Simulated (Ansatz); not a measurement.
CuAs in the zincblende structure

The computed numbers are results of PBEsol, scalar-relativistic (no spin polarisation) in the plane-wave PAW code Ansatz at 420 eV, Γ-centred 12×12×12 mesh, 0.05 eV Gaussian smearing; PAW files: Ansatz's generated set soft_2.

```
Cu As
1.0
     0.00000    2.68027    2.68027
     2.68027    0.00000    2.68027
     2.68027    2.68027    0.00000
Cu As
1 1
Direct
  0.00000 0.00000 0.00000
  0.25000 0.25000 0.25000
```

The start was a prototype's sites filled with these elements, not a measured cell.

Cell and atoms are those of this level's equilibrium.

The cell has space group F-43m (read at 0.01 Å). In it the stress is -0.10, -0.10, -0.10, 0.00, 0.00, 0.00 GPa and the largest force component 0.000 eV/Å. Each change below starts from this cell, without further relaxation. Stress is in GPa, positive in compression, in the order xx, yy, zz, yz, xz, xy; energies are counted from the cell above and are free energies with the smearing's entropy, which match forces and stress in a metal.

Question: What happens when atom 2 (As) is moved by 0.05 Å along z?

Answer: The energy changes by 9.0 meV per cell, and the force on it along the shift is -0.358 eV/Å (−F/u = 7.16 eV/Å²). Stress: 0.06, 0.06, -0.11, 0.00, 0.00, -2.10.
```tsv
atom	Fx (eV/Å)	Fy	Fz
Cu1	0.000	0.000	0.358
As2	0.000	0.000	-0.358
```
In a harmonic crystal the energy would rise by −½F·u = ½ × 7.16 × 0.05² eV = 9.0 meV, which matches.

Question: What stress follows from an engineering strain of 3 % in xz, atoms carried along?

Answer: -0.02, 0.01, -0.02, 0.00, -1.61, 0.00 GPa; the energy changes by 5.9 meV per cell.
```
atom  Fx (eV/Å)      Fy     Fz
 Cu1      0.000   0.302  0.000
 As2      0.000  -0.302  0.000
```
The change of the stress over the strain gives a clamped-atom stiffness of about 54 GPa for this component.
In a harmonic crystal the energy would rise by V(½Cε² − σ₀ε), with σ₀ the stress of the unstrained cell, = 5.8 meV, which matches.
